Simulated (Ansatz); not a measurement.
Problem. Al2Cu in space group I4/mcm (No. 140; Cu on 4a, Al on 8h) is relaxed with PBE (plane waves, PAW; program Ansatz). What lattice parameters of the conventional cell result?

Solution. a = 6.051 Å, c = 4.887 Å.

Problem. Give the free coordinates with the occupied sites.

Solution. In one choice of origin and axes:

```csv
atom,site,symmetry,x,y,z
Cu,4a,422,0.0000,0.0000,0.2500
Al,8h,m.2m,0.1586,0.3414,0.0000
```

The cell was relaxed with PBE under the symmetry of its start. No spin polarisation was allowed. Axis ratios of metals converge slowly with the k-mesh, so a and c are less sure than the volume.

Potentials: the earlier of the program's two PAW sets.
